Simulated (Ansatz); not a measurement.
**Stress against strain in Cu**

```
CELL_PARAMETERS angstrom
0.00000 1.80750 1.80750
1.80750 0.00000 1.80750
1.80750 1.80750 0.00000
ATOMIC_POSITIONS crystal
Cu 0.00000 0.00000 0.00000
```

The cell comes from COD entry 5000216, which wasn't checked; take it as a given geometry.

Method: Ansatz 0.2.0, DFT, PBEsol, all-electron LAPW, scalar-relativistic.

Settings: a Γ-centred 19×19×19 k mesh, Fermi–Dirac smearing of 0.08 eV, basis error target 0.25 meV/atom, no spin polarisation.

The strain is applied along the Cartesian axes of the cell as listed (the other components stay zero). Fractional coordinates are held (clamped ions).

σ is the change of stress from the unstrained cell, which is at -6.54 GPa; tension is positive, so slopes are stress–strain coefficients at that pressure. In a metal the k mesh adds noise.

Only quantities that a quadratic follows smoothly over the whole series are listed; rougher ones are left out.

```csv
εxx = εyy,σzz (GPa),σxx (GPa)
-0.0300,-8.24,-10.40
-0.0200,-5.23,-6.49
-0.0100,-2.50,-3.03
0.0000,0.00,0.00
0.0100,2.28,2.66
0.0300,6.11,7.08
```

Fit the series and read off the stiffness at zero strain.

Least-squares fits y = p0 + p1 x + p2 x² to the rows give σzz (GPa): p1 = 239, p2 = -1200; σxx (GPa): p1 = 290, p2 = -1800. So 2 C12 = 239 GPa and C11 + C12 = 290 GPa.

One run, at εxx = εyy = 0.0200, is withheld. Predict its row.

The fits give 4.31, 5.08; the run gave 4.31, 5.01.
